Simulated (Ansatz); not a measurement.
## Surface calculation: fcc Pd (100), 3 layers

The slab is cut from the fcc crystal, the stable phase, as relaxed on PAW files (15.34 Å³/atom), with 16 Å of vacuum and a dipole correction:

```yaml
crystal:
  lattice:
    - [2.78887, 0.00000, 0.00000]
    - [0.00000, 2.78887, 0.00000]
    - [0.00000, 0.00000, 19.94410]
  atoms:
    - { symbol: Pd, position: [0.00000, 0.00000, 0.40112] }
    - { symbol: Pd, position: [0.50000, 0.50000, 0.50000] }
    - { symbol: Pd, position: [0.00000, 0.00000, 0.59888] }
```

Level of theory: DFT with PBE, scalar-relativistic, in Ansatz 0.2.0; a Γ-centred 12×12×1 k mesh, Fermi–Dirac smearing of 0.05 eV, no spin polarisation. LAPW: all electrons, basis error target 1 meV/atom; PAW: frozen-core files, cutoff 420 eV.

The bulk energy comes from a cell in the slab's orientation on a 12×12×8 mesh. The surface energy is (E(slab) − N·E(bulk))/2A at zero smearing, the mean of both faces; thin slabs carry quantum-size effects.

Question: As cut, the LAPW slab lies 1.509 eV above 3 atoms of bulk. What surface energy is that?

Answer: Over two faces of 7.78 Å² it is 97.0 meV/Å², and times 16.02 J/m² per eV/Å² that gives γ = 1.554 J/m².

| method | γ as cut (J/m²) | γ relaxed (J/m²) | Φ as cut (eV) | Φ relaxed (eV) |
| --- | --- | --- | --- | --- |
| LAPW | 1.554 | 1.548 | 5.11 | 5.10 |
| PAW | 1.551 | 1.545 | 5.10 | 5.10 |

Question: How do the spacings between the planes relax?

Answer: From the bottom face up: d12 -1.7 % of 1.972 Å, d23 -1.7 % of 1.972 Å.

Question: What changes if the images along the normal are cut off in place of the dipole correction?

Answer: LAPW then gives: no gap, work function 5.10 eV; PAW: no gap, work function 5.10 eV.

Question: What changes if the vacuum is set to 11 Å?

Answer: LAPW then gives: no gap, work function 5.10 eV; PAW: no gap, work function 5.10 eV. The program warns that the vacuum is too thin.

Question: A 3d core hole is made on one atom of each kind in every 1×1 cell (PAW hole dataset, neutral cell, valence without spin). What does it cost by layer?

Answer: layer 1 334.25 eV, layer 2 334.67 eV. Shifts between layers mean more than the absolute values, and a whole layer of holes screens otherwise than one hole.
